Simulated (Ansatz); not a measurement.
**Property card for TiSi₂**

TiSi2:
```cif
data_Si4Ti2
_chemical_formula_sum 'Ti2 Si4'
_space_group_name_H-M_alt 'P 1'
_space_group_IT_number 1
_cell_length_a 6.85328
_cell_length_b 6.85328
_cell_length_c 3.53200
_cell_angle_alpha 90.000
_cell_angle_beta 90.000
_cell_angle_gamma 150.533
loop_
_space_group_symop_operation_xyz
  'x, y, z'
loop_
_atom_site_label
_atom_site_type_symbol
_atom_site_fract_x
_atom_site_fract_y
_atom_site_fract_z
_atom_site_occupancy
Ti1 Ti 0.89752 0.10248 0.75000 1
Ti2 Ti 0.10248 0.89752 0.25000 1
Si1 Si 0.55986 0.44014 0.75000 1
Si2 Si 0.44014 0.55986 0.25000 1
Si3 Si 0.24959 0.75041 0.75000 1
Si4 Si 0.75041 0.24959 0.25000 1
```

Space group Cmcm (No. 63); conventional cell a = 3.486 Å, b = 13.256 Å, c = 3.532 Å, α = 90.00°, β = 90.00°, γ = 90.00°.

Method: LDA (plane waves, PAW; program Ansatz). Structure relaxed to zero pressure with the same functional. Other levels are named where they apply.

Cell and energy:

* **Volume per atom**: 13.60 Å³
* **Density**: 4.23 g/cm³
* **Formation energy from the elements (no fitted shifts)**: -0.67 eV/atom

Electronic structure:

- Electronic character = metallic (no gap)
- Density of states at the Fermi level = 0.25 states/eV per atom (mean over ±0.08 eV)

Mechanics:

Bulk modulus (Birch–Murnaghan fit): 143 GPa
Pressure derivative B′: 4.3

Phonons:

* **Highest zone-centre frequency**: 473 cm⁻¹
* **Zone-centre stability**: no imaginary mode at Γ

The cell was relaxed with LDA under the symmetry of its start. The run is not spin-polarised. As this level gives no gap, phonon frequencies hold no LO–TO term and depend on the k-mesh and smearing (Fermi–Dirac, 0.1 eV here). The references are the lowest solids computed at this level, not always the standard phases.

Potentials: the earlier of the program's two PAW sets. The files were generated under PBE; for other functionals the program regenerates the frozen cores, and for LDA and PBEsol the local potential too.
